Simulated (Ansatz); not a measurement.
An Ansatz (a program for electronic structure) run. Input:

Ansatz 0.2 input:
```yaml
crystal:
  lattice:
    - [4.1773992289, 0.0, 0.0]
    - [0.0, 4.1773992289, 0.0]
    - [0.0, 0.0, 4.1773992289]
  atoms:
    - { symbol: Ba, position: [0.0, 0.0, 0.0] }
    - { symbol: Hf, position: [0.5, 0.5, 0.5] }
    - { symbol: O, position: [0.0, 0.5, 0.5] }
    - { symbol: O, position: [0.5, 0.5, 0.0] }
    - { symbol: O, position: [0.5, 0.0, 0.5] }
kpoints:
  mp_grid: { grid: [7, 7, 7] }
hamiltonian:
  xc: r2scan
  pseudopotentials: { azcp: { folder: ./paw }, kind: paw }
scf:
  occupations: { method: fixed }
checkpoint: { read: static.run }
output: { bader: true, populations: true }
```

Output (shortened):

```
Pseudopotential: Ba, paw, valence charge 10
Pseudopotential: Hf, paw, valence charge 26
Pseudopotential: O, paw, valence charge 6
Functional definition: r2SCAN
Crystal: 5 atoms, lattice volume = 72.898 Å³
Basis set: ecut = 500 eV, 1863 PW (Γ), exchange–correlation on 128×128×128 points (64 copies of the dense FFT grid, shifted against one another)
Bands: 33, of which v1, the nominal top of the filled ones, is band 27 counted from 1 (26 counted from 0)
Symmetry: 48 space group operations
Space group: Pm-3m (ITA 221), of the structure as read, at distance tolerance 4.2e-5 Å
k-points: 20 of 343
Stability of the state it starts from, as read at its close in the unpolarized treatment …
iter 1 solved again at ethr=1.39e-7 eV; its pass at ethr=3.10e-3 eV (dr2=7.52e-5 eV) is discarded
SCF iter   1: F=—  HF=-23414.601812 eV  |F-HF|=—  |Δ(HF+E_count)|=         —  Δρ=7.78e-7  dr2=4.67e-10  dr2_τ=5.97e-11  ethr=1.39e-7  ⟨swp⟩=3.0  Hψ=4216  notcnv=0  defer=77
preconditioner: auto → Resta (q_TF=auto, 2.595 Å⁻¹)
SCF iter   2: F=-23414.601812 eV  HF=-23414.601812 eV  |F-HF|=8.00e-11  |Δ(HF+E_count)|=   1.32e-8  Δρ=4.94e-7  dr2=1.42e-10  dr2_τ=6.71e-11  ethr=1.00e-12  ⟨swp⟩=11.6  Hψ=4033  notcnv=0
SCF 1 converged in 2 iterations: F = -23414.601812 eV  dr2 = 1.42e-10
SCF converged after 2 iterations
Free energy (F): -23414.601812 eV
Harris-Foulkes:  -23414.601812 eV  (|F-HF|=8.00e-11)
Internal energy: -23414.601812 eV  (E = F + TS)
E sigma→0 (E₀):  -23414.601812 eV
Fermi energy:    10.599750 eV
--- Per-component energies (eV) ---
  E_band       = -111.663407
  E_kinetic    = 1076.096041
  E_local      = -9300.860022  (includes V_loc(G=0)·N_el)
  E_nonlocal   = 308.849990
  E_hartree    = 4370.496036
  E_xc         = -651.793615
  E_vxc        = -730.457683  (∫ρ·V_xc dr)
  E_paw        = -13443.035514  (= ΣΔE_a)
  E_vpaw       = -246.914249  (= ΣTr[D̂ρ^β])
  E_aug_tail   = 0.000843  (compensation charges beyond the density's cutoff)
  E_vtau       = 40.629331  (kinetic-family band-sum trace: ∫τ·v_τ [+ j·A + Jᵃ·Aᵃ] dr)
  E_ewald      = -5774.651720
  E_core_change = 0.296150  (= ΣΔE_core)
  E_smearing   =  0.000000  (= −TS)
  E_closure    = 0.000000  (closes the sum)
  Σ components = -23414.601812   (vs F -23414.601812, Δ=0.00e0)
  [band-id]    e_kinetic+e_local+e_nonlocal+2·e_hartree+e_vxc+e_vpaw+e_augmentation_tail+e_vtau = -111.663678   (vs E_band -111.663407, Δ=-2.72e-4)
--- Band table (eV; the first three rows and the last of 20) ---
  k-point 0: bands = ["-50.8283", "-18.8925", "-18.8925", "-18.8925", "-15.1374", "-6.9341", "-6.4494", "-6.4494", "0.1076", "0.1076", "0.1076", "0.8576", "0.8576", "0.8576", "0.8875", "0.8875", "0.8875", "0.8901", "8.9708", "8.9708", "8.9708", "9.6766", …
  k-point 1: bands = ["-50.8282", "-18.9208", "-18.8917", "-18.8917", "-15.1225", "-6.9188", "-6.4455", "-6.3608", "0.1249", "0.1249", "0.1464", "0.8566", "0.8566", "0.8706", "0.8871", "0.8892", "0.8892", "0.8899", "8.6224", "8.9196", "8.9196", "9.5027", …
  k-point 2: bands = ["-50.8280", "-18.9832", "-18.8899", "-18.8899", "-15.0893", "-6.9618", "-6.4369", "-6.0664", "0.1647", "0.1647", "0.2339", "0.8538", "0.8538", "0.8863", "0.8896", "0.8934", "0.8934", "0.9074", "7.6613", "8.7783", "8.7783", "9.1788", …
  k-point 19: bands = ["-50.8271", "-19.0176", "-19.0173", "-19.0173", "-14.9928", "-5.8568", "-5.8041", "-5.8041", "-0.3392", "-0.3392", "-0.2754", "0.8901", "0.9045", "0.9050", "0.9050", "0.9635", "0.9635", "0.9664", "6.4192", "6.9951", "6.9951", "8.0432", …
--- Löwdin populations: 5 sites ---
  site symbol       q [e]
     0     Ba      8.1793
     1     Hf     24.7454
     2      O      6.9073
     3      O      6.9073
     4      O      6.9073
  spilling = 0.006543 (of n_electrons = 54.000000)
--- Bader charges: 5 sites ---
  site symbol  charge [e]  shift [e]
     0     Ba      1.5760     0.0000
     1     Hf      2.6827     0.0072
     2      O     -1.4196     0.0024
     3      O     -1.4196     0.0024
     4      O     -1.4196     0.0024
  shift: an alarm, by how much a part of what the PAW files miss would move the charge. Where it is large, compare
  with a run on PAW files of another source; a small one proves nothing
  estimated error of the sums over rays = 3.8e-4 e
```

Cost: around 70 core-seconds (rough) on shared cores.

The cell was relaxed with r²SCAN under the symmetry of its start. The run is not spin-polarised. Spin–orbit coupling is left out wherever it is not named.

Potentials: the earlier of the program's two PAW sets.

Ansatz is a plane-wave DFT program.
